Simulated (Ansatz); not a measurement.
Data:

ZrAl3:
```yaml
crystal:
  lattice:
    - [-1.99279, 1.99279, 8.58752]
    - [1.99279, -1.99279, 8.58752]
    - [1.99279, 1.99279, -8.58752]
  atoms:
    - { symbol: Zr, position: [0.11876, 0.11876, 0.00000] }
    - { symbol: Zr, position: [0.88124, 0.88124, 0.00000] }
    - { symbol: Al, position: [0.00000, 0.50000, 0.50000] }
    - { symbol: Al, position: [0.50000, 0.00000, 0.50000] }
    - { symbol: Al, position: [0.25000, 0.75000, 0.50000] }
    - { symbol: Al, position: [0.75000, 0.25000, 0.50000] }
    - { symbol: Al, position: [0.37463, 0.37463, 0.00000] }
    - { symbol: Al, position: [0.62537, 0.62537, 0.00000] }
```

This is the PBEsol-relaxed structure.

Task: All from PBEsol (plane waves, PAW; program Ansatz), unless another level is named. Estimate the density of states at the Fermi level.

Result: 0.26 states/eV per atom (mean over ±0.08 eV).

Task: Predict the formation energy from the elements (no fitted shifts).

Result: -0.50 eV/atom.

Space group I4/mmm. The workflow started from a Materials Project entry (that database holds measured and hypothetical structures alike); the Crystallography Open Database files this formula in space group No. 139, but the cells were not matched. Its standing as an ambient phase is unchecked. Symmetry was held in the PBEsol relaxation; its stability against distortions is not shown here. No spin polarisation was allowed. The references are the lowest solids computed at this level, not always the standard phases. Scalar-relativistic: spin–orbit coupling is off unless named, which matters more the heavier the elements.

Potentials: the earlier of the program's two PAW sets. The files were generated under PBE; for other functionals the program regenerates the frozen cores, and for LDA and PBEsol the local potential too.
